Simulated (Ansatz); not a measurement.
Input:

Relaxed InP (zinc blende):

```
InP
1.0
    0.00000     2.97977     2.97977
    2.97977     0.00000     2.97977
    2.97977     2.97977     0.00000
P In
1 1
Direct
  0.75000   0.75000   0.75000
  0.00000   0.00000   0.00000
```

In this cell atom 2 (In, nearest neighbour P at 2.581 Å; its periodic images, 4.2 Å or more away, move with it) is moved by s along Cartesian [111], unit vector (0.577, 0.577, 0.577); all other atoms and the cell stay fixed.

These are PBE (plane waves to 420 eV, PAW, scalar-relativistic; Ansatz, a quantum-chemistry and plane-wave program) values and carry that method's errors. k mesh 8×8×8 (Γ-centred), Fermi-Dirac smearing 0.05 eV. E stands for the smeared free energy. InP was relaxed with its symmetry unable to fall. The zero of ΔE is the undisplaced structure.

The scan covers s from -0.520 to 0.520 Å in 11 points.

Question: Is this a single well or a double well?

Answer: A single well with its minimum at or next to zero displacement.

Question: Is the energy the same for displacements of ±0.520 Å, and if not, which side lies higher?

Answer: Not even: the negative side lies higher at ±0.520 Å. With its periodic images moving along, the atom's site symmetry in this cell is -43m.

Question: What force acts on the atom along the line at s = -0.520 Å?

Answer: 9.23 eV/Å.

Question: What is the energy change at s = 0.520 Å?

Answer: 507 meV/cell.

Question: What is the force constant k = d²E/ds² of this move at s = 0?

Answer: 7.23 eV/Å².

(For displaced atoms, the force is minus the slope of the energy, and its curvature is a force constant, which sets phonon frequencies.)
